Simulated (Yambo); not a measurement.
A G0W0@PBEsol run in Yambo for AlN (zinc blende, space group F-43m, No. 216) (6×6×6 Γ-centred k mesh, 77 bands and a 14 Ry block in the screening, 77 bands in G with the Bruneval-Gonze terminator, plasmon pole fitted at 27.2 eV) gives these matrix elements, in eV, at the band edges (Γ → X):

```csv
state,E0,<Vxc>,<Σx>,<Σc(E0)>,Z
valence edge,0.000,-16.764,-20.823,2.774,0.789
conduction edge,3.185,-9.411,-5.107,-3.740,0.838
```

**Question.** Solve the linearised quasiparticle equation for both states, give the gap, and say how exchange and correlation each act on it.

**Answer.** E = E0 + Z(Σx + Σc − Vxc). Valence: 0.000 + 0.789 × (-20.823 + (2.774) − (-16.764)) = -1.01 eV. Conduction: 3.185 + 0.838 × (-5.107 + (-3.740) − (-9.411)) = 3.66 eV. The gap is 4.67 eV, against 3.19 eV in PBEsol. Replacing Vxc by bare exchange alone would open it by 8.36 eV; correlation takes back 6.51 eV of that, and Z scales what is left. Nearest settings tried, and what they do to the gap: 58 bands in W, 58 bands in G: -4 meV; 11 Ry block (113 vectors against 169): -47 meV; 8×8×8 mesh: +25 meV. So the settings aren't converged at that level. 

Geometry relaxed with PBEsol; primitive cell a = b = c = 3.095 Å, α = β = γ = 60.00°.

This is not the ordinary phase of the substance; no match was found in the copy of COD used, and its stability was not checked.
